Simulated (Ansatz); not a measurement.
How long does this Ansatz run take?

```yaml
crystal:
  lattice:
    - [5.0499285547, 0.0, 0.0]
    - [0.0, 6.0008200212, 0.0]
    - [-0.2856823547, 0.0, 10.0397617346]
  atoms:
    - { symbol: Mg, position: [0.929063, 0.0, 0.069591] }
    - { symbol: Mn, position: [0.432672, 0.5, 0.774619], spin: 5.0 }
    - { symbol: Mn, position: [0.937791, 0.0, 0.712883], spin: 5.0 }
    - { symbol: Fe, position: [0.06495, 0.5, 0.283135], spin: 5.0 }
    - { symbol: Fe, position: [0.513525, 0.0, 0.2453], spin: 5.0 }
    - { symbol: P, position: [0.403452, 0.0, 0.905166] }
    - { symbol: P, position: [0.886212, 0.5, 0.598077] }
    - { symbol: P, position: [0.085815, 0.0, 0.406848] }
    - { symbol: P, position: [0.621854, 0.5, 0.089899] }
    - { symbol: O, position: [0.654009, 0.5, 0.938847] }
    - { symbol: O, position: [0.708415, 0.0, 0.904045] }
    - { symbol: O, position: [0.270928, 0.796905, 0.834871] }
    - { symbol: O, position: [0.270928, 0.203095, 0.834871] }
    - { symbol: O, position: [0.743092, 0.299645, 0.662873] }
    - { symbol: O, position: [0.743092, 0.700355, 0.662873] }
    - { symbol: O, position: [0.191849, 0.5, 0.625383] }
    - { symbol: O, position: [0.175854, 0.0, 0.550257] }
    - { symbol: O, position: [0.857081, 0.5, 0.443366] }
    - { symbol: O, position: [0.78739, 0.0, 0.382761] }
    - { symbol: O, position: [0.215224, 0.798584, 0.327059] }
    - { symbol: O, position: [0.215224, 0.201416, 0.327059] }
    - { symbol: O, position: [0.783354, 0.294869, 0.15256] }
    - { symbol: O, position: [0.783354, 0.705131, 0.15256] }
    - { symbol: O, position: [0.336505, 0.5, 0.134975] }
    - { symbol: O, position: [0.318067, 0.0, 0.0552] }
magnetization:
  spin_polarized: true
kpoints:
  mp_grid: { grid: [7, 6, 4] }
scf:
  occupations: { method: fermi_dirac, width: 0.05 }
hamiltonian:
  xc: pbe
  pseudopotentials: { kind: paw }
output:
  forces: true
  stress: true
  populations: true
  efg:
    quadrupole_moments_barn: { Mg: 0.1994, Mn: 0.33, Fe: 0.16, O: -0.02558 }
    contact_densities: true
  write_density: true
  write_potential: true
  elf: true
  volumetric_format: npy
```

The quadrupole moment typed for Fe is that of the 14.4 keV Mössbauer state of ⁵⁷Fe; the ground state has I = 1/2 and no quadrupole moment.

```sh
ansatz run input.yaml --threads 2 --pin off --max-ram 5120MiB --backend cpu --events-out ev --progress --plain --runs-dir out
```

It runs on 2 threads of Arm Neoverse N1 (aarch64; 36 cores open to the job, memory cap 5.0 GiB, no GPU), a shared host with a load of 0.9 a core.

**Question.** How much time and memory should be set aside?

**Answer.** About 53 min of wall time (1.7 h of CPU time) and 4 GiB. The run holds 188 valence electrons in 129 bands, about 5959 plane waves a k-point and 60 irreducible k-points, and took 41 SCF iterations. Times on a shared host vary by tens of per cent.
